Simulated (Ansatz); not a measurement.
Does this entry for Li2SeO4 lie near equilibrium?

The cell is a Materials Project structure (computed, not necessarily an observed phase).

Space group R-3:H (No. 148); a = 13.2382, c = 11.7437 Å, γ = 120.00°.

| site | Wyckoff | site symmetry | x | y | z |
| --- | --- | --- | --- | --- | --- |
| Li1 | 18f | 1 | 0.2175 | 0.0497 | 0.5919 |
| Li3 | 18f | 1 | 0.1264 | 0.4488 | 0.5556 |
| Se | 18f | 1 | 0.9264 | 0.1852 | 0.3215 |
| O19 | 18f | 1 | 0.1853 | 0.1776 | 0.5684 |
| O21 | 18f | 1 | 0.1862 | 0.1356 | 0.2644 |
| O22 | 18f | 1 | 0.3929 | 0.1801 | 0.3556 |
| O24 | 18f | 1 | 0.6787 | 0.6270 | 0.5669 |

One atom of each set is listed; the run and its k-mesh use a cell of 42 atoms with edges of 8.59, 8.59, 8.59 Å.

The numbers come from a DFT calculation in Ansatz (PBE, plane waves and PAW, scalar-relativistic, 420 eV cutoff, Γ-centred 3×3×3 k-points, Fermi–Dirac smearing 0.02 eV).

**Question.** Do the atoms and the cell lie near the calculated equilibrium?

**Answer.** Nearly. The largest force is 0.33 eV/Å, on atom 25 (O: 1 Se at 1.68 Å, 2 Li at 1.96–2.00 Å; also 1 Li at 3.06 Å), and the pressure is -1.1 GPa. Relaxing the atoms is still advisable, since electric field gradients respond to shifts of a few hundredths of an ångström.
